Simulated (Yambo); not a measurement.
**Sr2WZnO6: sweep of GW parameters**

G0W0@PBEsol for Sr2WZnO6 (space group Fm-3m, No. 225) in Yambo. Reference settings: 2×2×2 Γ-centred k mesh, bands 6 to 211 and a 7 Ry block in the screening, 211 bands in G with the Bruneval-Gonze terminator, plasmon pole fitted at 27.2 eV. The PBEsol gap L → X on this mesh is 2.86 eV; G0W0 gaps are taken between the same points.

```tsv
change from the reference	G0W0 gap L → X (eV)	shift of the valence edge (eV)	rough Yambo cost
reference settings	4.80	-0.71	1
92 bands in W, 92 bands in G	5.16	-0.71	about 1/3
144 bands in W, 144 bands in G	4.91	-0.69	about 1/3
92 bands in G	4.86	-0.70	–
144 bands in G	4.82	-0.71	–
110 bands in W	5.01	-0.70	within a factor of two
1 Ry block	5.83	-1.34	within a factor of two
3 Ry block	5.04	-0.83	within a factor of two
6 Ry block	4.80	-0.70	within a factor of two
pole fitted at 55 eV	4.83	-0.77	–
no random integration	4.72	-0.44	–
92 bands in G, no terminator	5.02	-0.03	–
144 bands in G, no terminator	4.90	-0.30	–
no terminator	4.83	-0.45	–
```

The reference isn't shown to be the converged limit. Costs are rough (shared machines), scaled to the same edge states, and given only for runs that recompute the screening. In the run with 211 bands and a 7 Ry block, which covers more k points, the smallest G0W0 gap is 4.59 eV, Γ → X.

Spin-orbit coupling is left out, which matters for elements this heavy: edges can move by tenths of an eV.

Geometry of the Materials Project entry, not relaxed at this level; primitive cell a = b = c = 5.7071 Å, α = β = γ = 60.00°.

A shift is the quasiparticle energy of the state minus its PBEsol energy.
